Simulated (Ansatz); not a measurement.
Consider a crystal of Li5Ge in space group P4/mmm (No. 123), with Li on 4i and 1d; Ge on 1b.

The calculation used DFT PBE, scalar-relativistic, plane waves, PAW in Ansatz 0.2.0. Cutoff 420 eV, Γ-centred mesh, Gaussian smearing, no spin polarisation.

Formation energies are uncorrected and refer to the elements' standard structures at the same level.

**Question.** Predict the relaxed structure.

**Answer.**

Space group P4/mmm (No. 123). a = 3.972 Å, b = 3.972 Å, c = 6.676 Å, α = 90.00°, β = 90.00°, γ = 90.00°
```json
{"atom": "Li", "site": "4i", "symmetry": "2mm.", "x": "0.0000", "y": "0.5000", "z": "0.2091"}
{"atom": "Li", "site": "1d", "symmetry": "4/mmm", "x": "0.5000", "y": "0.5000", "z": "0.5000"}
{"atom": "Ge", "site": "1b", "symmetry": "4/mmm", "x": "0.0000", "y": "0.0000", "z": "0.5000"}
```

Li on a site of symmetry 2mm has 2 Ge at 2.78 Å and 7 Li at 2.78–2.81 Å; around Li on a site of symmetry 4/mmm lie 8 Li at 2.78 Å and 4 Ge at 2.81 Å; Ge has 12 Li at 2.78–2.81 Å. Another local minimum with the same sites may exist.

**Question.** And its energy and gap?

**Answer.** The energy over the elements is −0.15 eV/atom. The gap on the 10×10×6 mesh of the 6-atom cell is 0 eV (a metal). It lies below the elements, which doesn't yet make it stable against other compounds or structures.

The last run used Gaussian smearing of 0.10 eV. Symmetry constrained the relaxation, so the result can be a saddle point.
